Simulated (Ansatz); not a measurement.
Uniaxial strain in WC

Cell: an entry of the Crystallography Open Database (COD), whose atoms a relaxation with PBE at fixed cell left in place.

```
CELL_PARAMETERS angstrom
2.89820 0.00000 0.00000
-1.44910 2.50991 0.00000
0.00000 0.00000 2.83140
ATOMIC_POSITIONS crystal
W 0.00000 0.00000 0.00000
C 0.66667 0.33333 0.50000
```

Atom numbers follow the list; atoms alike are taken as one site, whose name carries the number of the first.

All values are calculated (Ansatz; DFT, PBE, plane waves and PAW, scalar-relativistic, collinear spin, 420 eV cutoff, Γ-centred 18×18×16 k-points, Fermi–Dirac smearing 0.05 eV), not measured. Start moments as typed (μB): 2 on each W, none on the rest.

The cell is stretched along z (the third Cartesian axis of the run's cell), x and y held, and the ions relax again each time. Tension counts as positive.

```
strain along z (%)  stress along z (GPa)  stress along x (GPa)
                -3                     ?                     ?
                -2                 -29.6                 -13.1
                -1                 -18.7                 -10.9
                 0                  -8.3                  -8.9
                +1                   1.4                  -7.0
                +2                  10.6                  -5.3
                +3                  19.2                  -3.6
```

(1) Estimate the row at -3 % from the others.

Results:

(1) stress along z (GPa): -41.2; stress along x (GPa): -15.5. Worked: parabolas through the other 6 rows give -41.1 and -15.4 GPa at -3 %. Their slopes at zero strain are 1004 GPa (the stiffness along z) and 197 GPa (the coupling of z to x). They hold at this cell, where the calculated pressure is 8.7 GPa, and with no gap in the run.

All values belong to this cell and structure model. The start moments die out, and the run ends without spin.
